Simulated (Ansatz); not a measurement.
A comparison from first-principles data. Surface loss at microwave frequencies, Drude damping in the near infrared and electronic heat conduction all follow from the resistivity and the plasma energy of a metal.

fcc Al serves as the reference. Frequency 100 GHz, photon energy 0.8 eV, T = 300 K, Lorenz number 2.44×10⁻⁸ WΩ/K². All rows are cubic metals, run without spin polarisation.

Methods, by column (Ansatz, a plane-wave PAW program): resistivity, plasma energy, N(E_F): PBEsol, Boltzmann equation with harmonic phonons, 300 K, mean over directions.

Whether these are the forms stable at ambient conditions was not checked: YIr2 (Fd-3m, cF24); IrGa (CsCl type); LaIr2 (Fd-3m, cF24); IrSn2 (Fm-3m, cF12). Spin–orbit coupling is left out unless named.

```tsv
crystal	ρ (μΩ·cm)	ħω_p (eV)	N(E_F) (states/eV/atom)
fcc Al, reference	2.3	12.4	0.40
fcc Ir	4.4	10.7	0.89
YIr2 (Fd-3m, cF24)	71	2.5	0.54
IrGa (CsCl type)	11	4.8	0.24
LaIr2 (Fd-3m, cF24)	51	2.5	0.29
IrSn2 (Fm-3m, cF12)	16	5.9	0.47
```

Definitions used: R_s = √(πfμ₀ρ) = 6.283 mΩ × √(f ρ); ħγ = ħε₀ω_p²ρ = 0.1345 meV × (ħω_p)² ρ; quality = ω/γ; κ_e = L₀T/ρ = 732/ρ.

Problem. Compute surface resistance, damping ħγ, Drude quality and electronic κ for IrSn2 (Fm-3m, cF12), showing the steps.

Solution. 
1. R_s = 6.283 × √(100 × 16) = 250 mΩ
2. ħγ = 0.1345 × 5.9² × 16 = 74.9 meV
3. Drude quality: 800/74.9 = 11
4. κ_e = 732/16 = 46 W/(m·K)

Problem. Rank all rows by Drude quality, highest first.

Solution. The same steps for every row:

| crystal | surface resistance (mΩ) | damping ħγ (meV) | Drude quality | electronic κ (W/(m·K)) |
|---|---|---|---|---|
| fcc Al, reference | 95 | 47.6 | 17 | 320 |
| fcc Ir | 130 | 67.8 | 12 | 170 |
| YIr2 (Fd-3m, cF24) | 530 | 59.7 | 13 | 10 |
| IrGa (CsCl type) | 210 | 34.1 | 23 | 67 |
| LaIr2 (Fd-3m, cF24) | 450 | 42.9 | 19 | 14 |
| IrSn2 (Fm-3m, cF12) | 250 | 74.9 | 11 | 46 |

By Drude quality (highest first): IrGa (CsCl type) (23 ± 4.4) ≈ LaIr2 (Fd-3m, cF24) (19 ± 3.5) ≈ fcc Al (17 ± 3.2) ≈ YIr2 (Fd-3m, cF24) (13 ± 2.5) ≈ fcc Ir (12 ± 2.2) ≈ IrSn2 (Fm-3m, cF12) (11 ± 2.0). The ± follows from allowances picked for this note (resistivity 12 %, plasma energy 4 %, 12 % for the model), carried to first order and added in quadrature; ≈ joins neighbours closer than their two ± added in quadrature. At the edge of that rule, so that a last digit could turn the call: fcc Al and YIr2 (Fd-3m, cF24). On this figure 1 of 5 candidates do clearly better than the reference.

Problem. How does resistivity vary with N(E_F) across these crystals?

Solution. The usual expectation is that resistivity rises with N(E_F) (a high density of slow d states gives more final states to scatter into without carrying much current). These rows show no such trend (rank correlation 0.03 over 6 rows); without fcc Ir it is 0.50.

Only phonon scattering is included, so films lose more. Interband absorption, often the larger optical loss, is outside the Drude quality. Resistivities move by up to 12 % from half the mesh. The rows are a sample of cubic metals; oxides, V to Ni (no spin in these runs) and Tl, Pb, Bi were not drawn. Limits of the draw: cubic metals without O, V to Ni, Tl, Pb or Bi. As a rule kept out of such tables: 4f compounds, open-shell compounds run without a Hubbard term, cells found unstable in the tests at hand, cells close to a higher symmetry, and runs set to a pressure or over 12 % in volume from the crystal's fullest run.
